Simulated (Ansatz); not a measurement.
## Structure relaxation, Si₂W

The start is a generated cell, Si2W placed in the Al2Cu structure type. Cell shape, volume and atoms are optimised at zero target pressure with r2SCAN (plane waves to 500 eV, PAW, scalar-relativistic; Ansatz, a first-principles code). The first steps use a coarse 6×6×6 k-mesh.

Input geometry:
```
Si2W
1.0
   -3.39875     3.39875     2.73476
    3.39875    -3.39875     2.73476
    3.39875     3.39875    -2.73476
Si W
4 2
Direct
  0.65800   0.15800   0.81600
  0.84200   0.65800   0.50000
  0.15800   0.34200   0.50000
  0.34200   0.84200   0.18400
  0.25000   0.25000   0.00000
  0.75000   0.75000   0.00000
```

### Question
How large is the pressure on the unrelaxed cell, and of which sign?

### Answer
-28 GPa (negative: the cell is under tension).

### Question
What is the largest force in the starting geometry, and on which atom (counted from 1)?

### Answer
About 0.4 eV/Å, on Si1, Si2, Si3, Si4 (atoms numbered as listed).

### Question
How does the volume per atom move from start to end?

### Answer
-26.9 %, from 21.06 to 15.39 Å³/atom.

### Question
How do the shortest distances between atoms change?

### Answer
The closest pairs of elements (up to four, under 3.6 Å), start → end: Si–Si 3.04 → 2.37 Å; W–W 2.73 → 2.58 Å; Si–W 2.90 → 2.65 Å.

### Question
What band gap does the relaxed structure have at this level?

### Answer
Zero (metallic).

### Question
Give the final cell and atomic positions.

### Answer

```cif
data_Si8W4
_chemical_formula_sum 'Si8 W4'
_space_group_name_H-M_alt 'I4/mcm'
_space_group_IT_number 140
_space_group_name_Hall '-I 4 2c'
_cell_length_a 5.98690
_cell_length_b 5.98690
_cell_length_c 5.15245
_cell_angle_alpha 90.000
_cell_angle_beta 90.000
_cell_angle_gamma 90.000
loop_
_atom_site_label
_atom_site_type_symbol
_atom_site_symmetry_multiplicity
_atom_site_Wyckoff_symbol
_atom_site_fract_x
_atom_site_fract_y
_atom_site_fract_z
_atom_site_occupancy
Si1 Si 8 h 0.35985 0.14015 0.00000 1
W1 W 4 a 0.00000 0.00000 0.25000 1
```
(The calculation used a cell of 6 atoms; values per cell refer to that cell.)

The space group stays I4/mcm (No. 140) (the run could not lower it); the end is AFLOW prototype A2B_tI12_140_h_a (C16, as in Al2Cu), with 6 atoms in the primitive cell. Final values are on a 12×12×12 k-mesh of the relaxed cell. No spin polarisation in the result.

The run could not lose the symmetry of its start, so the end can be a saddle point.

The relaxed structure here is a generated cell of Si2W: the first start was made by placing the elements on the sites of a structure type, and the end was not matched to a known phase here, so it may be hypothetical. Known forms of Si2W include space group No. 139.
